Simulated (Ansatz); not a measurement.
# Energy against volume for InAgTe2 (chalcopyrite)

InAgTe2 (chalcopyrite)

```xyz
8
Lattice="-3.2155 3.2155 6.3837 3.2155 -3.2155 6.3837 3.2155 3.2155 -6.3837" Properties=species:S:1:pos:R:3 pbc="T T T"
Ag     0.0000     3.2155     3.1918
Ag     0.0000     0.0000     0.0000
In     3.2155     0.0000     3.1918
In     0.0000     0.0000     6.3837
Te     1.6078     1.5516    -1.5959
Te     1.6078     1.6639     4.7878
Te     1.6639    -1.6078     7.9796
Te     1.5516     4.8233     1.5959
```

This relaxed cell (volume V₀) is scaled evenly in all directions, its shape held. The atoms relax within the cell's symmetry.

The numbers are results of PBEsol (plane waves to 420 eV, PAW, scalar-relativistic; Ansatz, a first-principles code), not measurements. k mesh 7×7×7 (Γ-centred), Fermi-Dirac smearing 0.05 eV. The energy includes the smearing's −TS. Compression counts positive. With the shape held, the modulus is that of even scaling; a crystal free to change shape is softer. InAgTe2 was relaxed with its symmetry unable to fall. Spin-orbit coupling is left out, though Te is heavy. ΔE is measured from the relaxed starting cell.

```csv
V (Å³/cell),ΔE (kJ/mol of atoms),P (GPa)
248.18,1.81,3.22
250.82,1.23,2.60
253.46,0.77,2.02
256.10,0.43,1.47
258.74,0.19,0.95
261.38,0.05,0.46
264.02,0.00,0.00
266.66,0.04,-0.43
269.30,0.17,-0.84
271.94,0.37,-1.22
274.58,0.65,-1.58
277.22,1.00,-1.92
279.86,1.41,-2.23
```

Key numbers:

```
Property                                                                      Result
---------------------------------------------------------------------  -------------
Pressure at the smallest volume                                             3.22 GPa
Energy cost of the largest compression                                 18.7 meV/atom
Energy cost of the largest expansion                                   14.6 meV/atom
Bulk modulus at fixed cell shape B₀ (third-order Birch-Murnaghan fit)       44.5 GPa
Pressure derivative B₀′ (fit)                                                    5.1
Equilibrium volume of the fit                                          33.00 Å³/atom
Pressure for 5 % compression (fit)                                           2.6 GPa
```

(Under strain, the slope of the energy per volume gives the stress and its curvature an elastic modulus.)
